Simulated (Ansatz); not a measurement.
An Ansatz input for GeS with oxygen replacing S

```yaml
crystal:
  lattice:
    - [10.78075161, 0.0, 0.0]
    - [0.0, 10.80942111, 0.0]
    - [0.0, 0.0, 9.04625026]
  atoms:
    - { symbol: Ge, position: [0.87224634, 0.0833333333, 0.183445525] }
    - { symbol: Ge, position: [0.87224634, 0.0833333333, 0.683445525] }
    - { symbol: Ge, position: [0.87224634, 0.4166666667, 0.183445525] }
    - { symbol: Ge, position: [0.87224634, 0.4166666667, 0.683445525] }
    - { symbol: Ge, position: [0.87224634, 0.75, 0.183445525] }
    - { symbol: Ge, position: [0.87224634, 0.75, 0.683445525] }
    - { symbol: Ge, position: [0.12775366, 0.25, 0.316554475] }
    - { symbol: Ge, position: [0.12775366, 0.25, 0.816554475] }
    - { symbol: Ge, position: [0.12775366, 0.5833333333, 0.316554475] }
    - { symbol: Ge, position: [0.12775366, 0.5833333333, 0.816554475] }
    - { symbol: Ge, position: [0.12775366, 0.9166666667, 0.316554475] }
    - { symbol: Ge, position: [0.12775366, 0.9166666667, 0.816554475] }
    - { symbol: Ge, position: [0.62775366, 0.25, 0.433445525] }
    - { symbol: Ge, position: [0.62775366, 0.25, 0.933445525] }
    - { symbol: Ge, position: [0.62775366, 0.5833333333, 0.433445525] }
    - { symbol: Ge, position: [0.62775366, 0.5833333333, 0.933445525] }
    - { symbol: Ge, position: [0.62775366, 0.9166666667, 0.433445525] }
    - { symbol: Ge, position: [0.62775366, 0.9166666667, 0.933445525] }
    - { symbol: Ge, position: [0.37224634, 0.0833333333, 0.066554475] }
    - { symbol: Ge, position: [0.37224634, 0.0833333333, 0.566554475] }
    - { symbol: Ge, position: [0.37224634, 0.4166666667, 0.066554475] }
    - { symbol: Ge, position: [0.37224634, 0.4166666667, 0.566554475] }
    - { symbol: Ge, position: [0.37224634, 0.75, 0.066554475] }
    - { symbol: Ge, position: [0.37224634, 0.75, 0.566554475] }
    - { symbol: O, position: [0.65483072, 0.0833333333, 0.257394085] }
    - { symbol: S, position: [0.65483072, 0.0833333333, 0.757394085] }
    - { symbol: S, position: [0.65483072, 0.4166666667, 0.257394085] }
    - { symbol: S, position: [0.65483072, 0.4166666667, 0.757394085] }
    - { symbol: S, position: [0.65483072, 0.75, 0.257394085] }
    - { symbol: S, position: [0.65483072, 0.75, 0.757394085] }
    - { symbol: S, position: [0.34516928, 0.25, 0.242605915] }
    - { symbol: S, position: [0.34516928, 0.25, 0.742605915] }
    - { symbol: S, position: [0.34516928, 0.5833333333, 0.242605915] }
    - { symbol: S, position: [0.34516928, 0.5833333333, 0.742605915] }
    - { symbol: S, position: [0.34516928, 0.9166666667, 0.242605915] }
    - { symbol: S, position: [0.34516928, 0.9166666667, 0.742605915] }
    - { symbol: S, position: [0.84516928, 0.25, 0.007394085] }
    - { symbol: S, position: [0.84516928, 0.25, 0.507394085] }
    - { symbol: S, position: [0.84516928, 0.5833333333, 0.007394085] }
    - { symbol: S, position: [0.84516928, 0.5833333333, 0.507394085] }
    - { symbol: S, position: [0.84516928, 0.9166666667, 0.007394085] }
    - { symbol: S, position: [0.84516928, 0.9166666667, 0.507394085] }
    - { symbol: S, position: [0.15483072, 0.0833333333, 0.492605915] }
    - { symbol: S, position: [0.15483072, 0.0833333333, 0.992605915] }
    - { symbol: S, position: [0.15483072, 0.4166666667, 0.492605915] }
    - { symbol: S, position: [0.15483072, 0.4166666667, 0.992605915] }
    - { symbol: S, position: [0.15483072, 0.75, 0.492605915] }
    - { symbol: S, position: [0.15483072, 0.75, 0.992605915] }
kpoints:
  mp_grid: { grid: [0, 2, 2] }
scf:
  occupations: { method: fermi_dirac, width: 0.01 }
  max_iter: 60
hamiltonian:
  xc: pbe
  pseudopotentials: { kind: paw }
output:
  forces: true
  stress: true
  populations: true
  efg:
    quadrupole_moments_barn: { Ge: -0.196, O: -0.02558, S: -0.0694 }
    contact_densities: true
```

```sh
ansatz run input.yaml --threads 4 --pin off --max-ram 8192MiB --backend cpu --events-out ev --progress --plain --runs-dir out
```

Question: Does this calculation finish, and if not, why?

Answer: The input was rejected before any iteration. The input holds a mesh with a zero. The program says:

```
Error: invalid value for `kpoints.mp_grid.grid`: each dimension must be in 1..=255
```

Against a sound input the change was `kpoints.mp_grid.grid`: [2, 2, 2] → [0, 2, 2]; `scf.max_iter`: not typed → 60.

With the sound settings the run converges and gives V_zz (10²¹ V/m²) Ge1 9.14 (η 0.90), Ge2 -8.33 (η 0.26), Ge3 -8.22 (η 0.26), Ge4 -8.00 (η 0.26), Ge7 -8.37 (η 0.24), Ge8 -8.23 (η 0.25), among others; a site carries the number of its first atom in the input. The defect repeats with the cell of 48 atoms, so it feels its images: sites between two images don't show the values beside a lone defect, and zeros or small values of η there can come from the images' arrangement. Ge and S carry a gradient in the pure host already, so the values there aren't the defect's effect alone. The neighbours have not yet relaxed around the defect (largest force 2.0 eV/Å), so a real crystal will differ.
